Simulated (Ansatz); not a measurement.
SiNi$_{2}$ (Pnma), relaxed with PBEsol (Ansatz, a first-principles code, plane waves, PAW): a = 4.920 Å, b = 3.696 Å, c = 7.005 Å, α = β = γ = 90.00°.

| Property | Value |
|---|---|
| ΔH_f (eV/atom) | -0.62 |
| B₀ by P(V) fit (GPa) | 214 |
| highest Γ mode, no LO–TO term (cm⁻¹) | 398 |

Q: The same phase is relaxed and computed with r²SCAN in the same code. What are the cell and these values now?

A: a = 4.946 Å, b = 3.693 Å, c = 7.002 Å, α = 90.00°, β = 90.00°, γ = 90.00°.

- ΔH_f (eV/atom) = -0.53
- B₀ by P(V) fit (GPa) = 207
- highest Γ mode, no LO–TO term (cm⁻¹) = 399

Began spin-polarised and lost the moments: SiNi2, Pnma (Si on 4c, Ni on 4c, Ni on 4c) with PBEsol; SiNi2, Pnma (Si on 4c, Ni on 4c, Ni on 4c) with r²SCAN. All cells were relaxed under the symmetry of their starts (and spin orders); stability against distortions was not tested throughout.

Potentials: the later of the program's two PAW sets.

Ansatz is a plane-wave DFT program.

Formation energies count from the lowest solids of the elements computed at the same level, not from gases.
